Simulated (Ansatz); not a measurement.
ScSi in space group Cmcm (No. 63; Sc on 4c, Si on 4c) at seven volumes, the program Ansatz at the LDA level (PAW), shape and atoms relaxed at each. One row is withheld.

```csv
V (Å³/atom),P (GPa)
15.622,13.03
16.137,8.01
16.652,3.70
17.167,0.00
17.682,?
18.197,-5.91
18.712,-8.25
```

Question: Fit the shown pressures and predict the withheld one.

Answer: P = (3/2)B₀(x^(7/2) − x^(5/2))[1 + (3/4)(B′ − 4)(x − 1)] with x = (V₀/V)^(2/3). Least squares on the six rows gives V₀ = 17.167 Å³/atom, B₀ = 114 GPa, B′ = 4.06. At V = 17.682, x = 0.9805 and P = -3.17 GPa. The run itself gave -3.18 GPa.

The workflow started from a Materials Project entry (that database holds measured and hypothetical structures alike); the Crystallography Open Database copy checked does not list it. Whether it is the stable phase at ambient conditions was not checked. The cell was relaxed with LDA under the symmetry of its start; of distortions, only those at the zone centre were tested. No spin polarisation was allowed.

Potentials: the later of the program's two PAW sets.
